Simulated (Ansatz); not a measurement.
The start is a relaxed AlRh cell displaced along its unstable phonon at q = (½, ½, 0) of its primitive reciprocal cell (105i cm⁻¹), largest move 0.15 Å. A full variable-cell relaxation at zero pressure is run with PBEsol (plane waves to 420 eV, PAW, scalar-relativistic; Ansatz, a quantum-chemistry and plane-wave program). First-step values are on the input's coarse k-mesh.

Ansatz input (later rounds restart from its end on a renewed k-mesh):
Ansatz 0.2 input:
```yaml
crystal:
  lattice:
    - [6.3480746216, 0, 0]
    - [3.1740373108, 3.1740373108, 0]
    - [0, 0, 5.5255979744]
  atoms:
    - { symbol: Al, position: [0.2263139933, 0.0001137266, 0.6451952478] }
    - { symbol: Al, position: [0.7736860067, -0.0001137266, 0.6451952478] }
    - { symbol: Al, position: [0.7263139933, 0.5472582868, 0.3548047522] }
    - { symbol: Al, position: [0.2736860067, 0.4527417132, 0.3548047522] }
    - { symbol: Rh, position: [0.2279186884, 0.0001060218, 0.1654569379] }
    - { symbol: Rh, position: [0.7720813116, -0.0001060218, 0.1654569379] }
    - { symbol: Rh, position: [0.7279186884, 0.5440566013, 0.8345430621] }
    - { symbol: Rh, position: [0.2720813116, 0.4559433987, 0.8345430621] }
basis: { ecutwfc: 420, ecutrho_ratio: 4, xc_grid: 2, fft_grid_basis: typed }
kpoints: { mp_grid: { grid: [10, 10, 6] } }
hamiltonian:
  xc: pbesol
  dispersion: none
  pseudopotentials: { kind: paw }
scf: { occupations: { method: fermi_dirac, width: 0.05 } }
relax: { f_tol: 0.01, max_steps: 100, cell: { stress_tol: 0.02 } }
output: { forces: true, stress: true }
```

```yaml
largest_initial_force: 0.29 eV/Å, on Rh5, Rh6, Rh7, Rh8 (atoms numbered as listed)
energy_released: 0.07 eV/atom
volume_change: -1.4 %, from 13.92 to 13.72 Å³/atom
relative_to_the_parent: "It does not go back: it reaches Pbcm (No. 57), 0.08 eV/atom below the parent"
Shortest distances (start → end): "The closest pairs of elements (up to four, under 3.6 Å), start → end: Al–Rh 2.48 → 2.54 Å; Al–Al 2.77 → 2.79 Å; Rh–Rh 2.89 → 2.78 Å"
band_gap_at_the_end: no gap (metallic)
optimiser_moves: 12
```

Final values are on a 9×10×11 k-mesh of the relaxed cell. No spin polarisation in the result.

The run could not lose the symmetry of its start: the end is stationary, and may be a saddle point rather than a minimum.

The relaxed structure here is a generated cell of AlRh: the first start was made by placing the elements on the sites of a structure type, and the end was not matched to a known phase here, so it may be hypothetical.
